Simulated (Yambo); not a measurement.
Yambo run on a free-standing LuBrO monolayer (symmetry P4/nmm, slab cell 20.0 Å high). The wavefunctions are PBEsol (pw.x of Quantum ESPRESSO, ONCV potentials, without SOC) ones on a 4×4×1 mesh (38 occupied bands); a = b = 3.719 Å, c = 20.000 Å, α = β = γ = 90.00°.

Yambo input:

```
rim_cut
gw0
dyson
el_el_corr
HF_and_locXC
ppa
em1d
rim_w
RandQpts= 1000000
RandGvec= 2 Ry
CUTGeo= "slab z"
EXXRLvcs= 100 Ry
VXCRLvcs= 400 Ry
Chimod= "HARTREE"
% BndsRnXp
 3 | 154 |
%
NGsBlkXp= 6 Ry
% LongDrXp
 1.0 | 1.0 | 0.0 |
%
RandGvecW= 759 mRy
PPAPntXp= 27.2114 eV
% GbndRnge
 1 | 72 |
%
GTermKind= "BG"
DysSolver= "n"
ExtendOut
% QPkrange
 1 | 1 | 38 | 39 |
%
```

k points by index: 1 = Γ.

Resulting energies as the program prints them:

```
#    K-point    Band    Eo [eV]    E [eV]    E-Eo [eV]    Vxc [eV]    Vnlxc [eV]    Sc|Eo [eV]    Sc|E [eV]    dSc/dw|Eo [eV]    Re(Z)    Im(Z)
#
    1    38    0.000000    -0.732550    -0.732550    -18.04851    -22.21580    3.264105    3.434736    -6.337112    0.811104    -0.001368
    1    39    4.339399    5.583058    1.243658    -10.17319    -5.805326    -2.906568    -3.124206    -4.761236    0.851081    -0.001683
```
(The two width columns are left out.) Convergence of these settings isn't established.

Geometry relaxed with PBEsol.

This is a model layer cut from the bulk structure; whether it is stable on its own was not checked.
